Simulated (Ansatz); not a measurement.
MgSnSe$_{2}$:
```cif
data_MgSe2Sn
_chemical_formula_sum 'Se2 Sn1 Mg1'
_space_group_name_H-M_alt 'P-3m1'
_space_group_IT_number 164
_space_group_name_Hall '-P 3 2"'
_cell_length_a 3.99978
_cell_length_b 3.99978
_cell_length_c 6.88014
_cell_angle_alpha 90.000
_cell_angle_beta 90.000
_cell_angle_gamma 120.000
loop_
_atom_site_label
_atom_site_type_symbol
_atom_site_symmetry_multiplicity
_atom_site_Wyckoff_symbol
_atom_site_fract_x
_atom_site_fract_y
_atom_site_fract_z
_atom_site_occupancy
Se1 Se 2 d 0.33333 0.66667 0.28148 1
Sn1 Sn 1 a 0.00000 0.00000 0.00000 1
Mg1 Mg 1 b 0.00000 0.00000 0.50000 1
```

Relaxed with PBE+D3(BJ).

Problem. Decompose the optical modes at the zone centre into irreducible representations, and say which are infrared and Raman allowed.

Solution. Point group -3m: Γ_opt = A1g + 2A2u + Eg + 2Eu. Infrared: A2u, Eu. Raman: A1g, Eg.

Problem. Assign frequencies (DFPT, PBE+D3(BJ) in the plane-wave PAW code Ansatz; without the LO–TO term).

Solution. Eu 64, A2u 89, Eg 119, A1g 155, Eu 191, A2u 256 cm⁻¹.

The cell is a constructed one: a structure type filled with these elements; neither database checked (COD, Materials Project) lists it. Its standing as an ambient phase is unchecked. Symmetry was held in the PBE+D3(BJ) relaxation; of distortions, only those at the zone centre were tested. Spin–orbit coupling is left out wherever it is not named.

Potentials: the later of the program's two PAW sets.
